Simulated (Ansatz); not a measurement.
# Notes on LiBN

```xyz
6
Lattice="3.2158 0.0000 0.0000 0.0000 2.7978 0.0000 0.0000 0.0000 6.7980" Properties=species:S:1:pos:R:3 pbc="T T T"
Li    0.0000    1.3989    0.6458
Li    1.6079    0.0000    6.1522
N     0.0000    0.0000    6.5600
N     1.6079    1.3989    0.2379
B     0.0000    0.0000    2.3793
B     1.6079    1.3989    4.4187
```

The numbers come from plane-wave PAW DFT (Ansatz): PBE, no spin polarisation, 420 eV, 8×9×4 Γ-centred k points, cold occupations (width 0.1495 eV). Nothing was relaxed.

Is there a gap?

It is a metal, with about 2.7 states/eV a cell as the mean within 0.25 eV of the Fermi level, mostly B p (47 %) and N p (40 %).

Where is the largest force?

The largest is on Li1 (and as large on other atoms): 3.61 eV/Å, components (0.00, 0.00, 3.61). It makes 122° with the line to a nearest neighbour, N3 at 1.65 Å.

What does the stress say?

The pressure is 19.8 GPa (compression positive), so with the atoms held at these fractions the cell would first expand; the forces are large, so a full relaxation may end otherwise. The principal stresses 7.9, 23.9, 27.5 GPa differ, so its shape would change too.

How is the charge shared?

Bader charges in e: Li +0.80, B -0.04, N -0.76. In the mean Li gives up most and N takes most.

Origin: a known structure type with other elements, at an estimated volume, so it need not be a known compound. Caveats: many states at the Fermi level without spin polarisation, so a magnetic state may lie lower; atoms or cell far from equilibrium.
